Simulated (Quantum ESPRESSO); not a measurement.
# An isovalent swap in KF: field gradients

Host, cell and atoms relaxed with PBE and no dispersion term (field gradients by PBE PAW (JTH datasets; density from pw.x of a modified build of Quantum ESPRESSO, gradients reconstructed from it by a script), 22.5 Ha, k-mesh 4×4×4 through Γ):

| site | site symmetry | Vzz (10²¹ V/m²) | η_Q | ∣C_Q∣ (MHz) |
|---|---|---|---|---|
| K (atoms 1, 3, 5, 7) | m-3m | 0 | – | 0 (³⁹K) |
| F (atoms 2, 4, 6, 8) | m-3m | 0 | – | – |

Its cell: a = b = c = 5.4303 Å, α = β = γ = 90.00°.

Changed cell (atom 1 is the new one; 22.5 Ha, k-mesh 4×4×4 through Γ):

```
CELL_PARAMETERS angstrom
      5.51929     0.00000     0.00000
      0.00000     5.51929     0.00000
      0.00000     0.00000     5.51929
ATOMIC_POSITIONS crystal
  Rb 0.00000 0.00000 0.00000
  F  0.50000 0.00000 0.00000
  K  0.00000 0.50000 0.50000
  F  0.50000 0.50000 0.50000
  K  0.50000 0.00000 0.50000
  F  0.00000 0.00000 0.50000
  K  0.50000 0.50000 0.00000
  F  0.00000 0.50000 0.00000
```
The cell was made here from a computed Materials Project entry: one of 4 K replaced by Rb, cell and atoms relaxed (PBE without dispersion, pw.x of Quantum ESPRESSO, symmetry kept). The parent is KF in Fm-3m. The swapped cell is a model, not a known phase. Stability against distortions was not tested.

Quadrupole moments taken as inputs (sizes, barn, from the tables of PySCF and pymatgen): ³⁹K 0.0585, ⁸⁵Rb 0.276.

Convention: |Vzz| is the largest principal value, η_Q = (Vxx − Vyy)/Vzz, |C_Q| = |eQVzz/h|. Cores are frozen. Against all-electron runs on small test molecules, this scheme's |Vzz| missed by −6 to +4 % (−29 % in KF) on F.

Question: What do the sites of the changed cell show?

Answer: 
| site | distance to atom 1 (Å) | Vzz (10²¹ V/m²) | η_Q | ∣C_Q∣ (MHz) |
|---|---|---|---|---|
| Rb (atom 1) | – | 0 | – | 0 |
| F1 (atoms 2, 6, 8) | 2.76 | -1.20 | 0.00 | – |
| K (atoms 3, 5, 7) | 3.90 | under 0.2 | – | under 0.27 |
| F2 (atom 4) | 4.78 | 0 | – | – |
The swap repeats in every cell, so this is an ordered compound and not a dilute impurity.
